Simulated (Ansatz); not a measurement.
Crystals of one structure type (rock salt) and one family of elements, relaxed and computed with PBE in the plane-wave PAW code Ansatz.

```csv
crystal,V (Å³/atom),B₀ by P(V) fit (GPa)
MgO,9.62,149
BeS,12.40,108
CaO,14.09,105
SrO,17.53,?
MgS,17.88,73.9
BaS,33.21,41.7
BaTe,44.07,28.6
```

Task: Fit a straight line to ln B₀ against ln V and predict the withheld value.

Result: Least squares on the 6 shown rows: ln B₀ = -1.06 × ln V + (7.397), with a scatter of 4 %. For SrO this gives 78.4. The run itself gave 84.5, outside the scatter: the line misses something about this case.

Typed or built starts, not in the databases checked: BeS, rock salt. All cells were relaxed under the symmetry of their starts (and spin orders); stability against distortions was not tested throughout. Scalar-relativistic: spin–orbit coupling is off unless named, which matters more the heavier the elements.

Potentials: the later of the program's two PAW sets.
